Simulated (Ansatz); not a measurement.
## Course of a relaxation: In3GaN2

The cell of In3GaN2 is invented: random cell by space group and Wyckoff sites (P4/mmm, No. 123). Lengths were set from tabulated atomic sizes, so they are only a guess.

```cif
data_structure
_symmetry_space_group_name_H-M 'P 1'
_symmetry_Int_Tables_number 1
_cell_length_a 4.6748
_cell_length_b 4.6748
_cell_length_c 6.1032
_cell_angle_alpha 90.000
_cell_angle_beta 90.000
_cell_angle_gamma 90.000
_cell_volume 133.38
loop_
_atom_site_label
_atom_site_type_symbol
_atom_site_fract_x
_atom_site_fract_y
_atom_site_fract_z
_atom_site_occupancy
In1 In 0.00000 0.50000 0.50000 1
In2 In 0.50000 0.00000 0.50000 1
In3 In 0.50000 0.50000 0.50000 1
Ga1 Ga 0.50000 0.50000 0.00000 1
N1 N 0.50000 0.50000 0.76253 1
N2 N 0.50000 0.50000 0.23747 1
```

Method: DFT PBE, scalar-relativistic, plane waves, PAW in Ansatz. Cutoff 420 eV, Gaussian smearing, Γ-centred meshes. Cell and atoms relax first on a coarse mesh and then on a finer one. In between, the cell is made exact in the group found at 0.06 Å. In metals the finer mesh still leaves noise of several meV/atom or more. The steps can't lower the symmetry of their start. No spin polarisation in the relaxation; trial moments died out in a coarse test.

Steps on the 4×4×4 mesh (6 atoms, 14 steps). The free energy counts from the last step; the plane-wave basis is renewed at times, which shifts energy and pressure.

```csv
step,ΔF (meV/atom),V (Å³/atom),P (GPa),largest force component (eV/Å)
1,2698.1,22.23,74.82,2.833
2,1702.7,24.26,49.57,0.291
3,1010.0,26.70,30.92,0.173
4,549.8,29.66,17.08,0.231
5,282.3,33.48,6.14,0.019
6,232.4,36.31,0.13,0.112
7,232.0,36.48,-0.04,0.096
8,231.8,36.53,0.00,0.046
9,231.8,36.53,0.00,0.000
10,89.8,36.53,4.50,0.230
11,29.3,39.88,1.95,0.055
12,11.3,43.14,0.25,0.036
13,11.1,44.01,-0.01,0.006
14,0.0,44.01,0.14,0.003
```

The relaxed structure, after a last relaxation on the converged mesh:

Space group P4/mmm (No. 123). a = 5.978 Å, b = 5.978 Å, c = 7.587 Å, α = 90.00°, β = 90.00°, γ = 90.00°
```csv
atom,site,symmetry,x,y,z
In,2e,mmm.,0.0000,0.5000,0.5000
In,1d,4/mmm,0.5000,0.5000,0.5000
Ga,1c,4/mmm,0.5000,0.5000,0.0000
N,2h,4mm,0.5000,0.5000,0.7700
```

The symmetry stays P4/mmm (No. 123). The volume per atom grows by 103.3 %, from 22.2 to 45.2 Å³. The shortest distance goes from 1.45 Å (Ga–N) to 1.75 Å (Ga–N). The energy falls by about 2.7 eV/atom (the start's value is from the coarse mesh). In on a site of symmetry mmm is surrounded by 2 In at 2.99 Å; Ga is surrounded by 2 N at 1.75 Å; N is surrounded by 1 Ga at 1.75 Å and 1 In at 2.05 Å; 1 more site not described.

```yaml
Volume_per_atom: 45.19 Å³
Density: 2.71 g/cm³
Formation_energy: +1.03 eV/atom
Gap_on_the_6×6×6_mesh_of_the_6-atom_cell: 0 eV (a metal)
```

Energies over the elements count from the elements' standard structures at the same level (N₂ as a molecule), with no fitted energy shifts.

The last run used Gaussian smearing of 0.10 eV. A structure relaxed within its symmetry needn't be a true minimum. In all, the 3 runs took 4.4 min on 1 thread of Arm Neoverse V1, with other jobs on the host. Another cell of In3GaN2 relaxed alike, in P-6m2, lies 0.69 eV/atom lower, so this cell isn't the stable form at this level.
